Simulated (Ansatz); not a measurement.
Method: Ansatz 0.2.0, DFT PBE, scalar-relativistic, plane waves, PAW. All cells share a 420 eV cutoff and Γ-centred k meshes spaced at most about 0.3 Å⁻¹ (about 0.25 or finer for metals, 2π included). No spin polarisation in the final relaxations.

Temperature and zero-point effects are left out.

Two relaxed structures of CaHfO:

A. Space group P4/nmm (No. 129), tetragonal, a = 3.705 Å, c = 9.073 Å. Ca is surrounded by 1 O at 2.23 Å, 4 O at 2.62 Å, 4 Ca at 3.48 Å, 4 Ca at 3.70 Å and 4 Hf at 3.86 Å; around Hf lie 4 Hf at 2.62 Å and 4 Hf at 3.70 Å; O has 1 Ca at 2.23 Å and 4 Ca at 2.62 Å.

B. Space group P-6m2 (No. 187), hexagonal, a = 3.591 Å, c = 6.374 Å. Ca has 3 O at 2.07 Å, 6 Ca at 3.59 Å and 6 Hf at 3.80 Å; Hf is surrounded by 6 Hf at 3.59 Å, 6 Ca at 3.80 Å and 6 O at 3.80 Å; around O lie 3 Ca at 2.07 Å, 6 O at 3.59 Å and 6 Hf at 3.80 Å.

Question: Which form is favoured at zero pressure, and by what margin per atom?

Answer: A is lower, by 0.33 eV/atom. A has space group P4/nmm (No. 129), 20.8 Å³/atom and no gap on its mesh; B has space group P-6m2 (No. 187), 23.7 Å³/atom and no gap. Counting O atoms around Ca and Hf (those within 1.25 times the shortest such distance or 1.15 times the sum of covalent radii, 1.27 where that leaves under three; a plus sign parts nearer from farther groups; the shortest distance is added where it exceeds 1.18 times the sum of covalent radii), A has Ca 1+4, Hf 4 from 3.9 Å and B has Ca 3, Hf 6 from 3.8 Å. The denser one is the lower, and pressure would at first widen the difference. Both come from invented guesses. A third cell relaxed alike, in P4/mmm, lies 0.70 eV/atom below the lower of the two.

Spin–orbit coupling, which can matter for Hf, is left out. Cells relaxed within their symmetry can be saddle points.
